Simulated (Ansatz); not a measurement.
Notes on CsTi2Cl3

```
Cs Ti Cl
1.0
     4.75582    5.95188    0.00000
     4.75582   -5.95188    0.00000
     0.00000    0.00000   -5.60238
Cs Ti Cl
2 4 6
Cartesian
  4.7558 2.1974 -4.2018
  4.7558 -2.1974 -1.4006
  7.9498 0.0000 0.0000
  1.5618 0.0000 -2.8012
  1.5618 0.0000 0.0000
  7.9498 0.0000 -2.8012
  4.7558 -4.6032 -4.2018
  4.7558 4.6032 -1.4006
  6.8018 -1.3796 -4.2018
  2.7099 1.3796 -1.4006
  6.8018 1.3796 -1.4006
  2.7099 -1.3796 -4.2018
```

Method: r2SCAN, no spin polarisation; PAW, plane waves to 500 eV, 5×5×6 Γ-centred mesh, gaussian occupations (width 0.1047 eV) (Ansatz 0.2.0), atoms fixed.

- Forces: The largest is on Ti3 (and as large on other atoms): 2.68 eV/Å, components (2.68, 0.00, 0.00). It makes 120° with the line to a nearest neighbour, Cl9 at 2.28 Å.
- Electronic structure: It is a metal on this mesh, though the bands barely overlap, with about 11 states/eV a cell as the mean within 0.25 eV of the Fermi level, mostly Ti d (78 %).
- Contacts: Ti–Cl at 2.28 Å: least valence density 0.49 e/Å³ and ELF 0.13 there. Cs–Cl at 3.56 Å: least valence density 0.06 e/Å³ and ELF 0.03 there. Cs–Ti at 4.12 Å: least valence density 0.04 e/Å³ and ELF 0.06 there. These are pseudo-fields; inside the PAW spheres they differ from the all-electron ones.
- Charges: Bader charges in e: Cs +0.78, Ti +1.04, Cl -1.07 to -0.89. In the mean Ti gives up most and Cl takes most.
- Stress: The pressure is 1.9 GPa (compression positive), so with the atoms held at these fractions the cell would first expand; the forces are large, so a full relaxation may end otherwise. The principal stresses -0.4, 1.5, 4.4 GPa differ, so its shape would change too.

Origin: a known structure type with other elements, at an estimated volume, so it need not be a known compound. Caveats: many states at the Fermi level without spin polarisation, so a magnetic state may lie lower; correlation that this level lacks may open a gap in such a compound; atoms or cell far from equilibrium.
